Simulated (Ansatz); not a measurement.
Theory: DFT PBE, scalar-relativistic, plane waves, PAW (Ansatz). Settings: cutoff 420 eV, Γ-centred meshes spaced at most about 0.3 Å⁻¹, and about 0.25 Å⁻¹ or finer for metals (2π included), Gaussian smearing. No spin polarisation in the final relaxations.

Temperature and zero-point effects are left out. All come from trial cells, and lower structures may exist.

Question: These unrelaxed guesses for ZrZnN are each relaxed within their symmetry. Order them by the energy at which they end, lowest first.
A.

```
Zr Zn N
1.0
     1.96666   -1.98740    0.00000
     1.96666    1.98740    0.00000
     0.00000    0.00000    5.70338
Zr Zn N
1 1 1
Direct
  0.50000 0.50000 0.00000
  0.00000 0.00000 0.50000
  0.50000 0.50000 0.50000
```

B.

```
Zr Zn N
1.0
     3.38537    0.00000    0.00000
    -1.69268    2.93181    0.00000
     0.00000    0.00000    4.39065
Zr Zn N
1 1 1
Direct
  0.33333 0.66667 0.50000
  0.33333 0.66667 0.00000
  0.00000 0.00000 0.50000
```

C.

```
Zr Zn N
1.0
     3.56454    0.00000    0.00000
    -1.78227    3.08699    0.00000
     0.00000    0.00000    3.56037
Zr Zn N
1 1 1
Direct
  0.00000 0.00000 0.50000
  0.33333 0.66667 0.00000
  0.66667 0.33333 0.50000
```

D.

```
Zr Zn N
1.0
     3.00678    0.00000    0.00000
     0.00000    3.00678    0.00000
     0.00000    0.00000    7.61211
Zr Zn N
2 2 2
Direct
  0.00000 0.50000 0.33500
  0.50000 0.00000 0.66500
  0.00000 0.50000 0.90000
  0.50000 0.00000 0.10000
  0.00000 0.50000 0.61700
  0.50000 0.00000 0.38300
```

Answer: D (ends in P4/nmm, 0 meV/atom), C (ends in P-6m2, 0.44 eV/atom), B (ends in P-6m2, 0.51 eV/atom), A (ends in P4/mmm, 0.68 eV/atom).

Cells relaxed within their symmetry can be saddle points. Some types were kept out of the candidates beforehand, so the set may lack a known form.
